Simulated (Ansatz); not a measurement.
# Calculated Ni-61 nuclear quadrupole resonance for Ti3Al2NiO

Cell: a COD entry, atoms as given.

```cif
data_Ti3Al2NiO
_symmetry_space_group_name_H-M 'Fd-3m:1'
_symmetry_Int_Tables_number 227
_cell_length_a 11.3797
_cell_length_b 11.3797
_cell_length_c 11.3797
_cell_angle_alpha 90.000
_cell_angle_beta 90.000
_cell_angle_gamma 90.000
loop_
_atom_site_label
_atom_site_type_symbol
_atom_site_symmetry_multiplicity
_atom_site_Wyckoff_symbol
_atom_site_fract_x
_atom_site_fract_y
_atom_site_fract_z
Ti Ti 48 f 0.0619 0.2500 0.7500
Al Al 32 e 0.8337 0.8337 0.3337
Ni Ni 16 c 0.6250 0.6250 0.1250
O O 16 d 0.1250 0.1250 0.6250
```

One atom of each set is listed; the run and its k-mesh use a cell of 28 atoms with edges of 8.05, 8.05, 8.05 Å.

The numbers come from a DFT calculation in Ansatz (PBE, plane waves and PAW, scalar-relativistic, collinear spin, 420 eV cutoff, Γ-centred 5×5×5 k-points, Fermi–Dirac smearing 0.05 eV). Start moments as typed (μB): 1.5 on each Ni, none on the rest.

Ni-61: I = 3/2, Q = 162.0 mb (year-2017 value). Static lattice, zero field.

Q: At which frequencies do the Ni-61 NQR lines lie?

A: For I = 3/2 there is one line, ν = (|C_Q|/2)(1 + η²/3)^½.

| site | atoms | V_zz (10²¹ V/m²) | C_Q (MHz) | η | line frequencies (MHz) |
| --- | --- | --- | --- | --- | --- |
| Ni | 4 | -2.10 | -8.23 | 0.00 | 4.12 |

An axis of threefold or higher order runs through Ni, so V_zz lies along it and η is zero.

The largest force is 0.3 eV/Å, so the atoms aren't at the calculated equilibrium and relaxing them would move these values. With no gap above 0.1 eV, as in a metal, the gradients converge slowly in k; expect changes of a tenth or more on a denser mesh. Semilocal functionals can leave a metal where correlation in the d or f shell opens a gap in the real compound, and that would change the values at and beside Ni and Ti. With these PAW files V_zz is typically within 2 to 3 % of all-electron values, but misses above 10 % occur on Ni. The start moments die out, and the run ends without spin.
